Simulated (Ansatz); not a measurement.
GaN:
```
GaN
1.0
    2.96716     0.00000     0.00000
   -1.48358     2.56963     0.00000
    0.00000     0.00000     5.03272
Ga N
2 2
Direct
  0.00000   0.00000   0.00000
  0.00000   0.00000   0.50000
  0.33333   0.66667   0.25000
  0.66667   0.33333   0.75000
```

Relaxed with r²SCAN. 

### Question
HSE06 on this cell (Ansatz, a program for electronic structure, PAW) gives a gap of 2.67 eV. What does r²SCAN give?

### Answer
1.90 eV.

Cost on shared cores: the r²SCAN run (SCF on a 11×11×6 mesh, then bands and DOS) around 19 core-seconds (rough), the HSE06 run (SCF on 8×8×4, then a few points) about 100 core-seconds (a rough figure); the tasks are unlike.

Space group P6_3/mmc (NiAs type). The start of the workflow was typed in or built on a structure type; the Crystallography Open Database copy checked does not list it. It is not the phase usual at ambient conditions (space group No. 186, 216). Symmetry was held in the r²SCAN relaxation; its stability against distortions is not shown here. Spin–orbit coupling is left out wherever it is not named.

Potentials: the later of the program's two PAW sets.

Ansatz is a plane-wave DFT program.
